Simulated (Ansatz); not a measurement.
Si3P4 (I-43d), relaxed with PBE (Ansatz, a first-principles code, plane waves, PAW): a = b = c = 8.0855 Å, α = β = γ = 90.00°.

```
Item                  Value
--------------------  -----
ΔH_f (eV/atom)         0.04
B₀ by P(V) fit (GPa)   62.1
```

### Question
The same phase is relaxed and computed with r²SCAN in the same code. What are the cell and these values now?

### Answer
a = b = c = 8.086 Å, α = β = γ = 90.00°.

- ΔH_f (eV/atom) = 0.02
- B₀ by P(V) fit (GPa) = 78.9

Constructed cells (a structure type filled with these elements, in neither database checked): Si3P4, I-43d (Si on 12a, P on 16c). All cells were relaxed under the symmetry of their starts (and spin orders); stability against distortions was not tested throughout.

Potentials: the earlier of the program's two PAW sets.

Ansatz is a plane-wave DFT program.

Formation energies count from the lowest solids of the elements computed at the same level, not from gases.
